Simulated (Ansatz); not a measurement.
# Equation of state of sodium, hcp

Method: DFT, r2SCAN, plane waves (500 eV) with PAW, scalar-relativistic in Ansatz 0.2.0. (PAW data from PBE, frozen cores regenerated.)

The cell is scaled uniformly from the relaxed one, with fractional coordinates and shape fixed. Energies are extrapolated to zero smearing, pressures are those at the given smearing. Magnetic state: spin not included.

| V (Å³/atom) | E − E₀ (meV/atom) | P (GPa) |
| --- | --- | --- |
| 33.184 | 16.3 | 1.27 |
| 34.693 | 6.9 | 0.78 |
| 36.201 | 1.7 | 0.37 |
| 37.709 | 0.0 | 0.03 |
| 39.218 | 1.2 | -0.25 |
| 40.726 | 4.8 | -0.48 |
| 42.235 | 10.5 | -0.68 |

Problem. Fit a third-order Birch-Murnaghan equation.

Solution. V₀ = 37.79 Å³/atom, B₀ = 7.6 GPa, B₀′ = 3.6.
